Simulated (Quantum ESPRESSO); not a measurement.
Al3ZnN3O, convergence and cost over cutoff and k mesh

Simulated, not a measurement. The program is pw.x of Quantum ESPRESSO 7.5 (plane-wave density functional theory). The cell is made up: 8 atoms on a wurtzite lattice, with randomly drawn elements, strain and displacements, not relaxed. PseudoDojo standard norm-conserving files (v0.5 for PBE, v0.4.1 for LDA and PBEsol) set the functional; there is no spin polarisation, spin-orbit coupling or dispersion term, and the masses in the input are unused placeholders.

Input of the run in row 2:

```
&control calculation='scf', pseudo_dir='./dojo.nc.sr.pbe.v0_5.standard.upf', outdir='./o', disk_io='low', tprnfor=.true., tstress=.true. /
&system ibrav=0, nat=8, ntyp=4, nbnd=31, ecutwfc=84.00895049, nosym=.true., tot_charge=0,
 occupations='smearing', smearing='fd', degauss=0.0018374661
/
&electrons conv_thr=7.350e-09, electron_maxstep=60, /
ATOMIC_SPECIES
Al 1.0 Al.upf
N 1.0 N.upf
O 1.0 O.upf
Zn 1.0 Zn.upf
CELL_PARAMETERS angstrom
3.1283 0.0059 -0.036
0.0102 5.4813 0.0607
-0.0587 0.0572 5.0306
ATOMIC_POSITIONS angstrom
Al -0.1011 0.0514 0.026
Zn 1.7542 2.7303 -0.0505
Al 1.4723 1.0384 2.4676
Al 0.0636 3.7452 2.6562
N 0.1747 -0.0022 1.8181
N 1.4394 2.8056 1.8927
N 1.5337 1.0108 4.551
O -0.1023 3.8218 4.3984
K_POINTS automatic
6 4 4 1 1 1
```

The same cell was run at these settings. Meshes are shifted by half a step, and differences are from the last row, which is itself not exact.

```
cutoff (eV)     k mesh  k points solved  threshold (eV)  free energy less the last row's (eV)  pressure (GPa)  largest stress difference (GPa)  largest force difference (eV/Å)  iterations  wall time (s)  k-point pools                  processor
        800  2 x 2 x 2                4           1e-04                                 0.966          -18.55                            32.65                            0.236           8              8              4  Intel Xeon, 2023 or later
       1143  6 x 4 x 4               48           1e-07                                 0.001            9.13                             0.02                            0.001          12             58              4  Intel Xeon, 2023 or later
       1437  8 x 6 x 6              144           1e-07                                 0.000            9.12                             0.00                            0.000          12            218              4  Intel Xeon, 2023 or later
```

Each pool is one process. Wall times include start-up and a band step at six k points, which weighs most on the coarsest meshes. The runs were on shared virtual cores whose load varied, so times are rough.